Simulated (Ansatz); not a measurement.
### Question
Each is relaxed and computed with plane-wave PAW PBEsol (Ansatz code). Which is the only metal?
A. IrC, zinc blende
B. B4C, R-3m (B on 18h, B on 18h, C on 6c, C on 3b)
C. LiF, zinc blende
D. Al3BC3, P6_3cm (Pearson symbol hP42)

### Answer
A, IrC, zinc blende. IrC: metal; B4C: gap 1.46 eV (indirect); LiF: gap 7.68 eV (direct); Al3BC3: gap 1.64 eV (indirect). Typed or built starts, not in the databases checked: IrC, zinc blende; LiF, zinc blende. Not the usual ambient phase: LiF, zinc blende. Standing as an ambient phase not checked: B4C, R-3m (B on 18h, B on 18h, C on 6c, C on 3b); Al3BC3, P6_3cm (Pearson symbol hP42). All cells were relaxed under the symmetry of their starts (and spin orders); stability against distortions was not tested throughout. Named crystals with no word on spin ran without spin polarisation. Scalar-relativistic: spin–orbit coupling is off unless named, which matters more the heavier the elements.

Potentials: the earlier of the program's two PAW sets. The files were generated under PBE; for other functionals the program regenerates the frozen cores, and for LDA and PBEsol the local potential too.
